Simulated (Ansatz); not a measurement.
## Moving the choice of potentials or basis in TiO2

The cell as given:

```cif
data_structure
_symmetry_space_group_name_H-M 'P 1'
_symmetry_Int_Tables_number 1
_cell_length_a 5.4582
_cell_length_b 5.4582
_cell_length_c 5.4582
_cell_angle_alpha 139.435
_cell_angle_beta 139.435
_cell_angle_gamma 58.713
_cell_volume 68.13
loop_
_atom_site_label
_atom_site_type_symbol
_atom_site_fract_x
_atom_site_fract_y
_atom_site_fract_z
_atom_site_occupancy
Ti1 Ti 0.75000 0.25000 0.50000 1
Ti2 Ti 0.00000 0.00000 0.00000 1
O1 O 0.79190 0.79190 0.00000 1
O2 O 0.54190 0.04190 0.50000 1
O3 O 0.95810 0.45810 0.50000 1
O4 O 0.20810 0.20810 0.00000 1
```

Kept alike: task relaxation of cell and atoms; functional PBEsol; k mesh 10 × 10 × 10; occupations fermi-dirac, width 0.05 eV; no spin polarisation. Program: Ansatz. Cutoffs run from 420 to 1380 eV. The mesh is that of the run's cell of 6 atoms. No spin-orbit coupling.

| choice of potentials or basis | band gap (eV) | volume (Å³/atom) |
| --- | --- | --- |
| Ansatz PAW (files of its older set among them) (made for PBE) | 2.116 | 11.313 |
| Ansatz PAW (made for PBE) | 2.122 | 11.312 |
| JTH PAW (made for PBE) | 2.114 | 11.338 |
| PseudoDojo standard (PBEsol files) | 2.154 | 11.293 |

Gaps hold for each row's own relaxed cell. The relaxations keep at least the cell's symmetry (I4_1/amd). Relaxations stop with a little pressure left, so the last digits of a volume or edge aren't settled. Ansatz's relaxations hold a Pulay term in the stress (up to 0.7 GPa here). A gap read on the mesh alone can miss an edge between its points.

The band gap runs from 2.114 (JTH PAW (made for PBE)) to 2.154 eV (PseudoDojo standard (PBEsol files)). The volume runs from 11.293 (PseudoDojo standard (PBEsol files)) to 11.338 Å³/atom (JTH PAW (made for PBE)).
